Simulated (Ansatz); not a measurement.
HPb3: forces and stress of a distorted cell

System: artificial HPb3 in the ReO3 structure, strained and with atoms displaced, expanded.

Level of theory: PBE (LAPW, all electrons, scalar relativity, no spin–orbit coupling, point nucleus; Ansatz). Occupations are Fermi–Dirac at 0.15 eV on a coarse k-mesh, 2×2×2 (shift 0.5, 0.5, 0.5 mesh steps); the results hold for that mesh. For a metal, stress, forces and moments on so few k-points can be far from the converged ones. The run is spin-unpolarised. The cell's electron count is odd, so a run with spin could end lower. Labels count atoms in the order given.

Lattice in Å, fractional positions:
```yaml
crystal:
  lattice:
    - [5.24603, 0.00471, -0.12594]
    - [0.00471, 5.27830, -0.05261]
    - [-0.12594, -0.05261, 5.19940]
  atoms:
    - { symbol: H, position: [0.47508, 0.35765, 0.13292] }
    - { symbol: Pb, position: [0.98387, 0.34539, 0.13181] }
    - { symbol: Pb, position: [0.48291, 0.85263, 0.13813] }
    - { symbol: Pb, position: [0.50896, 0.34190, 0.63170] }
```

```csv
atom,Fx (eV/Å),Fy (eV/Å),Fz (eV/Å)
H1,0.040,-0.035,0.006
Pb2,0.142,0.068,0.020
Pb3,-0.075,-0.094,-0.035
Pb4,-0.107,0.062,0.009
```

Stress xx yy zz yz xz xy in GPa, positive in compression: -2.64 -2.51 -2.78 -0.34 -0.76 0.09.

The pressure is -2.64 GPa and the largest force is 0.158 eV/Å.

The same functional by all-electron full-potential LAPW, scalar-relativistic valence, Dirac core shells, point nucleus gives -2.63 GPa and force components within 0.001 eV/Å of those above.
